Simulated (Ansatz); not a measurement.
This run works on a generated trial structure, not on a known crystal.

Input and command of a plane-wave DFT calculation in Ansatz:

```yaml
crystal:
  lattice:
    - [-2.4514513314, 2.4514513314, 5.3026507541]
    - [2.4514513314, -2.4514513314, 5.3026507541]
    - [2.4514513314, 2.4514513314, -5.3026507541]
  atoms:
    - { symbol: Rh, position: [0.0, 0.0, 0.0], spin: 0.77 }
    - { symbol: Cl, position: [0.2111903782, 0.2111903782, 0.0], spin: 0.28 }
    - { symbol: Cl, position: [0.7888096218, 0.7888096218, 0.0], spin: 0.28 }
    - { symbol: Cl, position: [0.5, 0.0, 0.5] }
    - { symbol: Cl, position: [0.0, 0.5, 0.5] }
basis:
  ecutwfc: 420
kpoints:
  mp_grid: { grid: [10, 10, 10] }
hamiltonian:
  xc: pbe
scf:
  occupations: { method: gaussian, width: 0.1 }
output:
  forces: true
  stress: true
  eigenvalues: true
  populations: true
magnetization:
  spin_polarized: true
relax:
  adjacent_minimum: "off"
  f_tol: 0.01
  max_steps: 80
  cell: { stress_tol: 0.05 }
```

```bash
ansatz run input.yaml --threads 1 --pin off --max-ram 2560MiB --backend cpu --events-out ev --progress --plain --runs-dir out
```

Processor: Intel(R) Xeon(R) 6975P-C (Granite Rapids), 1 thread, on a host shared with other jobs.

Task: Estimate time, memory and problem size.

Result: About 2.9 min, peak memory 0.93 GiB. It solves 29 bands at 102 k points (after reduction by symmetry) with about 2559 plane waves (on the last cell), in 64 SCF iterations over 7 ionic steps.
